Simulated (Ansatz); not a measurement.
**Kick test of a cell of LaH**

The structure comes from a generated guess, relaxed at this level; another structure or a mixture of phases may lie lower.

Method: DFT PBE, scalar-relativistic, plane waves, PAW in Ansatz. Settings: cutoff 420 eV, Γ-centred mesh 14×14×14 on the computed 2-atom cell, Gaussian smearing of 0.10 eV; no spin polarisation.

The cell below (2 atoms, space group Fm-3m (No. 225)) is relaxed within its symmetry.

```cif
data_structure
_symmetry_space_group_name_H-M 'P 1'
_symmetry_Int_Tables_number 1
_cell_length_a 3.7227
_cell_length_b 3.7227
_cell_length_c 3.7227
_cell_angle_alpha 60.000
_cell_angle_beta 60.000
_cell_angle_gamma 60.000
_cell_volume 36.48
loop_
_atom_site_label
_atom_site_type_symbol
_atom_site_fract_x
_atom_site_fract_y
_atom_site_fract_z
_atom_site_occupancy
La1 La 0.00000 0.00000 0.00000 1
H1 H 0.50000 0.50000 0.50000 1
```

For the test a repeat of it with 8 atoms (edges 3.72, 6.45, 6.45 Å) was strained at random (σ = 1.5 % a component), the atoms were moved at random (σ = 0.05 Å), and all was relaxed again on a coarse 6×4×4 mesh (in the run’s order of axes) with 0.20 eV smearing, with no symmetry imposed.

Q: Is the structure stable against such a distortion?

A: It returns, within 1 meV/atom of the unmoved cell on that mesh and with the same symmetry when read at 0.1 Å (Immm at 0.01 Å, so small strains and shifts remain). So it is stable against the distortions that fit this cell and that this random move excites. Modes that don't fit the cell aren't tested.
